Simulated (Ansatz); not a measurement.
# What a change of settings does: Ir (diamond type)

First run: DFT, PBEsol, all-electron LAPW, scalar-relativistic (Ansatz 0.2.0).

Command: `ansatz run input.yaml --threads 1 --pin off --max-ram 2048MiB --backend cpu --events-out ev --progress --plain --runs-dir out` It took 98 s on 1 thread of Arm Neoverse V1, on a shared host, peak memory 0.7 GiB.

```yaml
crystal:
  lattice:
    - [0.0, 2.3849528477, 2.3849528477]
    - [2.3849528477, 0.0, 2.3849528477]
    - [2.3849528477, 2.3849528477, 0.0]
  atoms:
    - { symbol: Ir, position: [-0.125, -0.125, -0.125] }
    - { symbol: Ir, position: [0.125, 0.125, 0.125] }
kpoints:
  mp_grid: { grid: [13, 13, 13] }
scf:
  occupations: { method: fermi_dirac, width: 0.05 }
hamiltonian:
  xc: pbesol
  pseudopotentials: { kind: all_electron, lapw: { basis_error: 0.001 } }
output:
  forces: true
  stress: true
  eigenvalues: true
  populations: true
```

The cell comes from a relaxation on PAW files under the same functional, begun from a prototype that needn't be the stable phase.

This run: volume at 0.65 of the series' base cell.

It converges in 7 SCF iterations at a pressure of 245.0 GPa.

The input is then changed:

```diff
 kpoints:
-  mp_grid: { grid: [13, 13, 13] }
+  mp_grid: { grid: [13, 13, 13], shift: [0.5, 0.5, 0.5] }
 scf:
```

Task: What does the second run give?

Result: It converges in 7 SCF iterations at a pressure of 245.0 GPa, largest force 0.019 eV/Å, free energy +0.9 meV/atom against the first run's.
